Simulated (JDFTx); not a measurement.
Reference run:

System: Ni(111) (Fm-3m bulk; lattice of mp-23, not re-optimised at this level), 1x1 cell of 4 atoms in 4 planes, area 5.23 Å² a face, 6.0 Å between the outermost planes in a cell 22.0 Å high; k mesh 12×12×1, Fermi width 0.004 Ha, spin-polarised from a ferromagnetic start.

Reference level: PBE, GBRV ultrasoft potentials, plane waves to 20/100 Ha, in JDFTx (a modified build). Unrelaxed; liquid: linear PCM (GLSSA13), water, 1 M NaCl. SHE scale: U = −μ/e − 4.44 V, by convention. LDA and PBEsol take their own potentials, PW91 and RPBE those of PBE; the lattice is kept.

```tsv
functional	work function (eV)	U_pzc (V)	mean C above U_pzc (μF/cm²)	k states × plane waves	cycles, vacuum run	rough core time, vacuum run
PBE	?	?	17 over 0.5 V	38 × 3316	32	10 min
PBEsol	5.24	0.55	17 over 0.5 V	38 × 3316	35	9 min
PW91	5.15	0.45	17 over 0.5 V	38 × 3316	34	10 min
```

Task: Fill in the missing entries.

Result: 
- PBE, work function (eV): 5.11
- PBE, U_pzc (V): 0.41

Core times come from shared machines and are rough, one run each.
